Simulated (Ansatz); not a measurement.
Bi2Se3 (Bi2Te3 type, space group R-3m)

```yaml
crystal:
  lattice:
    - [2.07216, 1.19636, 9.48267]
    - [-2.07216, 1.19636, 9.48267]
    - [0.00000, -2.39272, 9.48267]
  atoms:
    - { symbol: Bi, position: [0.40087, 0.40087, 0.40087] }
    - { symbol: Bi, position: [0.59913, 0.59913, 0.59913] }
    - { symbol: Se, position: [0.00000, 0.00000, 0.00000] }
    - { symbol: Se, position: [0.21052, 0.21052, 0.21052] }
    - { symbol: Se, position: [0.78948, 0.78948, 0.78948] }
```

The volume is varied about the relaxed value V₀ at fixed cell shape. The atoms relax within the cell's symmetry.

Method: PBE-D3(BJ) (plane waves to 420 eV, PAW, scalar-relativistic; Ansatz, a first-principles code). k mesh 9×9×9 (Γ-centred), Fermi-Dirac smearing 0.05 eV. Energies are smeared free energies. Stress and pressure are positive under compression. With the shape held, the modulus is that of even scaling; a crystal free to change shape is softer. Bi2Se3 was relaxed with its symmetry unable to fall. Spin-orbit coupling is left out, though Bi is heavy. The zero of ΔE is the relaxed starting cell.

```
V (Å³/atom)  ΔE (eV/atom)  P (GPa)
-----------  ------------  -------
25.389             0.0464     6.00
25.859             0.0308     4.67
26.329             0.0189     3.50
26.799             0.0102     2.46
27.269             0.0043     1.54
27.739             0.0010     0.71
28.210             0.0000     0.00
28.680             0.0009    -0.63
29.150             0.0036    -1.20
29.620             0.0078    -1.66
30.090             0.0133    -2.07
30.560             0.0199    -2.45
31.031             0.0275    -2.71
```

Summary:

```
Property                                                                      Result
---------------------------------------------------------------------  -------------
Pressure at the smallest volume                                             6.00 GPa
Energy cost of the largest compression                                 46.4 meV/atom
Energy cost of the largest expansion                                   27.5 meV/atom
Bulk modulus at fixed cell shape B₀ (third-order Birch-Murnaghan fit)       40.1 GPa
Pressure derivative B₀′ (fit)                                                    6.7
Equilibrium volume of the fit                                          28.21 Å³/atom
Pressure for 5 % compression (fit)                                           2.4 GPa
```

(Under strain, the slope of the energy per volume gives the stress and its curvature an elastic modulus.)
